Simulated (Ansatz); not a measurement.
Theory: DFT PBE, scalar-relativistic, plane waves, PAW in Ansatz. All cells share a 420 eV cutoff and Γ-centred k meshes spaced at most about 0.3 Å⁻¹ (about 0.25 or finer for metals, 2π included). No spin polarisation in the final relaxations.

Temperature and zero-point effects are left out. All come from trial cells, and lower structures may exist.

Problem. Order these relaxed structures of Na6BN by energy, lowest first, with the energy over the lowest of them.
1. Space group R-3 (No. 148), trigonal, a = 6.264 Å, c = 18.634 Å. Around Na lie 1 N at 2.36 Å, 1 B at 2.70 Å, 2 Na at 3.23 Å and 2 Na at 3.45 Å; around B lie 6 Na at 2.70 Å; N is surrounded by 6 Na at 2.36 Å.
2. Space group Fm-3m (No. 225), cubic, a = 10.032 Å. Around Na lie 1 N at 2.35 Å, 1 B at 2.66 Å and 4 Na at 3.33 Å; B is surrounded by 6 Na at 2.66 Å; around N lie 6 Na at 2.35 Å.

Solution. 1 (0 meV/atom), 2 (26 meV/atom). Forms: 1 R-3; 2 Fm-3m. Counting Na atoms around B and N (those within 1.25 times the shortest such distance or 1.15 times the sum of covalent radii): cell 1 has B 6, N 6; cell 2 has B 6, N 6. Even the lowest lies +0.56 eV/atom against the elements.

A magnetic state wasn't ruled out in cells without spin, among them R-3, Fm-3m. Cells relaxed within their symmetry can be saddle points. The R-3 cell of Na6BN came from shaking the Fm-3m one. Some types were kept out of the candidates beforehand, so the set may lack a known form.
